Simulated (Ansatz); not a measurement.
Here is the system:

Ag3Pt:
```cif
data_Ag3Pt
_chemical_formula_sum 'Ag3 Pt1'
_space_group_name_H-M_alt 'P 1'
_space_group_IT_number 1
_cell_length_a 4.00879
_cell_length_b 4.00879
_cell_length_c 4.00879
_cell_angle_alpha 90.000
_cell_angle_beta 90.000
_cell_angle_gamma 90.000
loop_
_space_group_symop_operation_xyz
  'x, y, z'
loop_
_atom_site_label
_atom_site_type_symbol
_atom_site_fract_x
_atom_site_fract_y
_atom_site_fract_z
_atom_site_occupancy
Ag1 Ag 0.00000 0.50000 0.50000 1
Ag2 Ag 0.50000 0.00000 0.50000 1
Ag3 Ag 0.50000 0.50000 0.00000 1
Pt1 Pt 0.00000 0.00000 0.00000 1
```

This is the PBEsol-relaxed structure.

All from PBEsol in the plane-wave PAW code Ansatz, unless another level is named. Estimate the density of states at the Fermi level.

0.37 states/eV per atom (mean over ±0.08 eV).

Give the formation energy from the elements (no fitted shifts).

1.0 kJ/mol of atoms.

Space group Pm-3m (Cu3Au type). The workflow started from an entry of the Crystallography Open Database (COD). Whether it is the stable phase at ambient conditions was not checked. Symmetry was held in the PBEsol relaxation; its stability against distortions is not shown here. No spin polarisation was allowed. The references are the lowest solids computed at this level, not always the standard phases. Scalar-relativistic: spin–orbit coupling is off unless named, which matters more the heavier the elements.

Potentials: the later of the program's two PAW sets.
